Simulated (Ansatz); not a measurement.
Consider the following.

AlN (wurtzite)

```
AlN
1.0
    3.10670     0.00000     0.00000
   -1.55335     2.69048     0.00000
    0.00000     0.00000     4.97846
Al N
2 2
Direct
  0.33333   0.66667   0.99659
  0.66667   0.33333   0.49659
  0.33333   0.66667   0.37821
  0.66667   0.33333   0.87821
```

Scan: atom 4 (N, nearest neighbour Al at 1.888 Å; its periodic images, 3.1 Å or more away, move with it) is displaced along Cartesian [110], direction (0.707, 0.707, 0.000) in Cartesian axes, by s. The other atoms stay.

Method: r2SCAN (plane waves to 500 eV, PAW, scalar-relativistic; Ansatz, a quantum-chemistry and plane-wave program). k mesh 10×10×6 (Γ-centred), Fermi-Dirac smearing 0.05 eV. The energy includes the smearing's −TS. Left out: 1 of 11 points, with atoms too close for the PAW data. AlN was relaxed with its symmetry unable to fall. The zero of ΔE is the undisplaced structure.

The scan covers s from -0.570 to 0.456 Å in 10 points.

Question: Is this a single well or a double well?

Answer: A single well with its minimum at or next to zero displacement.

Question: Is the energy the same for displacements of ±0.456 Å, and if not, which side lies higher?

Answer: Not even: the positive side lies higher at ±0.456 Å. With its periodic images moving along, the atom's site symmetry in this cell is 3m..

Question: What force acts on the atom along the line at s = -0.570 Å?

Answer: 5.99 eV/Å.

Question: What is the energy change at s = 0.456 Å?

Answer: 2714 meV/cell.

Question: What is the force constant k = d²E/ds² of this move at s = 0?

Answer: 16.3 eV/Å².

(For displaced atoms, the force is minus the slope of the energy, and its curvature is a force constant, which sets phonon frequencies.)
